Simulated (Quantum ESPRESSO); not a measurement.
# AgW5PdAl: one composition in several site orders

A calculation, not a measurement. The program is pw.x of Quantum ESPRESSO 7.5 (plane-wave density functional theory). The cell is made up: eight metal atoms on a face-centred cubic lattice, with elements, volume, strain and displacements drawn at random and not relaxed, so it may be unstable or far from any real phase. PseudoDojo standard norm-conserving files set the functional (PBE unless stated); there is no spin polarisation or spin-orbit coupling, the Fermi-Dirac width of 0.25 eV means electrons at about 2900 K, and the masses in the input are unused placeholders. Heavy elements are run without spin-orbit coupling, which real alloys of them have. A spin test at this wide smearing found no moment, but such smearing suppresses magnetism that the real alloy may have.

The runs put one composition on the sites in different orders. Cell, positions, cutoff, mesh and smearing stay as in the input of run 1; sites are counted in its order. Stress in the tables is positive in tension.

Input of run 1:

```
&control calculation='scf', pseudo_dir='./dojo.nc.sr.pbe.v0_5.standard.upf', outdir='./o', disk_io='medium', tprnfor=.true., tstress=.true. /
&system ibrav=0, nat=8, ntyp=4, nbnd=71, ecutwfc=82.02448710, nosym=.true., tot_charge=0,
 occupations='smearing', smearing='fd', degauss=0.0183746611
/
&electrons conv_thr=1.470e-08, electron_maxstep=70, mixing_beta=0.5 /
ATOMIC_SPECIES
Ag 1.0 Ag.upf
Al 1.0 Al.upf
Pd 1.0 Pd.upf
W 1.0 W.upf
CELL_PARAMETERS angstrom
-3.8443 -0.0131 0.0127
-1.9289 -3.9371 -1.9765
-1.9543 -3.9553 5.9912
ATOMIC_POSITIONS angstrom
Ag 0.0581 0.0598 0.0314
W -1.9469 -3.9989 1.976
Pd -1.9501 -1.9583 0.0348
W -3.7875 -6.0561 2.0618
Al -3.7813 -4.0609 3.962
W -3.887 -4.013 -0.0538
W -3.8369 -2.0138 2.0489
W -5.7514 -5.9373 4.1211
K_POINTS automatic
7 5 3 1 1 1
```

```
run  elements on sites 1 to 8  free energy less that of run 1 (eV)  -TS (eV)  pressure (GPa)  stress xx (GPa)  stress yy (GPa)  stress zz (GPa)  stress yz (GPa)  stress xz (GPa)  stress xy (GPa)  iterations
  1        Ag W Pd W Al W W W                                0.000    -1.283           17.49           -16.42           -17.03           -19.02             0.74            -1.26             1.17          17
  2        W W Ag W Pd W Al W                                0.033    -1.231           18.33           -20.40           -18.31           -16.27            -4.64            -0.88             1.39          18
  3        Pd W Ag W Al W W W                               -0.121    -1.245           17.43           -15.99           -17.10           -19.20             1.23            -1.35             1.18          19
  4        W Al W Ag Pd W W W                               -0.161    -1.330           20.47           -19.02           -20.63           -21.78             1.70            -1.20             1.59          19
  5        W W Al W W Pd W Ag                                0.013    -1.279           18.31           -19.89           -19.65           -15.38            -1.01            -1.12             0.45          19
  6        Ag W Pd W W Al W W                               -0.077    -1.374           18.73           -16.69           -17.51           -21.98             3.74            -1.20             0.11          18
```

Forces Fx Fy Fz (eV/Å):

| site | run 1 | run 2 | run 3 | run 4 | run 5 | run 6 |
| --- | --- | --- | --- | --- | --- | --- |
| 1 | -0.73 -1.23 -0.24 | -0.67 -0.32 -0.21 | -0.63 -0.98 -0.34 | -0.50 -0.25 -1.30 | -0.51 -1.31 -0.56 | -0.27 -1.40 0.66 |
| 2 | 0.53 -0.06 0.47 | 0.53 -0.63 -0.44 | 0.55 -0.33 0.71 | 0.20 -0.08 0.35 | 0.54 0.15 0.01 | 0.48 0.16 -1.17 |
| 3 | 0.57 -0.35 -0.05 | 0.71 -0.50 0.53 | 0.68 -0.30 -0.20 | 0.64 -0.46 0.29 | 0.41 -0.22 0.39 | 0.59 -0.32 0.67 |
| 4 | -0.40 1.02 0.09 | -0.59 0.88 -0.48 | -0.41 0.83 0.34 | -0.44 0.88 -0.64 | -0.47 0.66 -0.86 | -0.41 1.11 -0.78 |
| 5 | -0.45 0.34 0.54 | -0.57 0.68 0.20 | -0.44 0.48 0.60 | -0.41 1.02 -0.13 | -0.65 0.88 1.04 | -0.53 -0.14 1.75 |
| 6 | 0.64 0.32 1.96 | 0.79 0.60 1.99 | 0.56 0.37 1.76 | 0.45 -0.27 2.76 | 0.51 0.57 0.96 | 0.31 0.37 0.74 |
| 7 | -0.16 -0.33 -0.97 | -0.16 -0.64 -0.05 | -0.20 -0.26 -0.94 | -0.08 -0.28 -0.93 | -0.14 -0.33 -0.84 | -0.15 -0.85 -0.22 |
| 8 | -0.01 0.30 -1.79 | -0.05 -0.08 -1.53 | -0.10 0.19 -1.95 | 0.14 -0.57 -0.40 | 0.32 -0.41 -0.14 | -0.04 1.07 -1.64 |

The sites are displaced and not relaxed, so the energy differences hold strain from misfit and are not ordering energies. A rerun of one cell of this series at a higher cutoff and on a denser mesh moved values by no more than 0.006 eV in energy, 0.07 GPa in stress and 0.006 eV/Å in force, and a second program with other atomic files agreed on that cell to 2 % rms in force and 0.5 GPa in pressure.